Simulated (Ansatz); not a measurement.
# Sb: computed DOS

```yaml
crystal:
  lattice:
    - [-1.50500, 1.50500, 2.48000]
    - [1.50500, -1.50500, 2.48000]
    - [1.50500, 1.50500, -2.48000]
  atoms:
    - { symbol: Sb, position: [0.00000, 0.00000, 0.00000] }
```

The cell comes from COD entry 9013010, which wasn't checked; take it as a given geometry.

No spin–orbit coupling, which matters for the heavy atoms here.

Method: DFT, PBEsol, all-electron LAPW, scalar-relativistic (Ansatz 0.2.0).

Settings: a Γ-centred 19×19×19 k mesh, Fermi–Dirac smearing of 0.05 eV, basis error target 0.25 meV/atom, no spin polarisation.

States per eV and cell, averaged over 0.6 eV, from -5.8 to 3.6 eV, with energies (bin centres) from the Fermi level; empty bins are left out. 

```csv
E (eV),total
-5.6,0.33
-5.0,0.52
-4.4,0.55
-3.8,0.40
-3.2,0.46
-2.6,0.47
-2.0,0.48
-1.4,0.51
-0.8,0.53
-0.2,0.58
0.4,0.66
1.0,0.62
1.6,0.62
2.2,0.62
2.8,0.54
3.4,0.43
```
